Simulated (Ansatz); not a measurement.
Computed with DFT PBE, scalar-relativistic, plane waves, PAW in Ansatz 0.2.0. All cells share a 420 eV cutoff and Γ-centred k meshes spaced at most about 0.3 Å⁻¹ (about 0.25 or finer for metals, 2π included). No spin polarisation in the final relaxations.

These are static total energies at zero pressure.

Two relaxed structures of Sc2SbP3:

A.

```cif
data_structure
_symmetry_space_group_name_H-M 'R-3m:H'
_symmetry_Int_Tables_number 166
_cell_length_a 4.6010
_cell_length_b 4.6010
_cell_length_c 20.0857
_cell_angle_alpha 90.000
_cell_angle_beta 90.000
_cell_angle_gamma 120.000
_cell_volume 368.24
loop_
_atom_site_label
_atom_site_type_symbol
_atom_site_symmetry_multiplicity
_atom_site_Wyckoff_symbol
_atom_site_fract_x
_atom_site_fract_y
_atom_site_fract_z
_atom_site_occupancy
Sc1 Sc 6 c 0.66667 0.33333 0.74590 1
Sb1 Sb 3 a 0.00000 0.00000 0.00000 1
P1 P 9 d 0.16667 0.83333 0.83333 1
```

B.

```cif
data_structure
_symmetry_space_group_name_H-M 'P6/mmm'
_symmetry_Int_Tables_number 191
_cell_length_a 5.8014
_cell_length_b 5.8014
_cell_length_c 4.0219
_cell_angle_alpha 90.000
_cell_angle_beta 90.000
_cell_angle_gamma 120.000
_cell_volume 117.23
loop_
_atom_site_label
_atom_site_type_symbol
_atom_site_symmetry_multiplicity
_atom_site_Wyckoff_symbol
_atom_site_fract_x
_atom_site_fract_y
_atom_site_fract_z
_atom_site_occupancy
Sc1 Sc 2 c 0.33333 0.66667 0.00000 1
Sb1 Sb 1 a 0.00000 0.00000 0.00000 1
P1 P 3 g 0.50000 0.00000 0.50000 1
```

**Question.** Which is lower in energy, and by how much?

**Answer.** B is lower, by 242 meV/atom. A has space group R-3m (No. 166), 20.5 Å³/atom and no gap on its mesh; B has space group P6/mmm (No. 191), 19.5 Å³/atom and no gap. Counting P or Sb atoms around Sc (for each partner element, those within 1.25 times its shortest distance or 1.15 times the sum of covalent radii, where it is the nearest in units of that sum or under 1.3; a plus sign parts groups by distance over the sum of covalent radii), A has Sc 9 and B has Sc 6+3. A holds P–P nets (shortest 2.30 Å); in B the shortest P–P distance is 2.90 Å. The denser one is the lower, and pressure would at first widen the difference. Both come from invented guesses. A third cell relaxed alike, in P-4m2, lies 64 meV/atom below the lower of the two.

These runs have no spin–orbit coupling, which can matter for Sb. Cells relaxed within their symmetry can be saddle points.
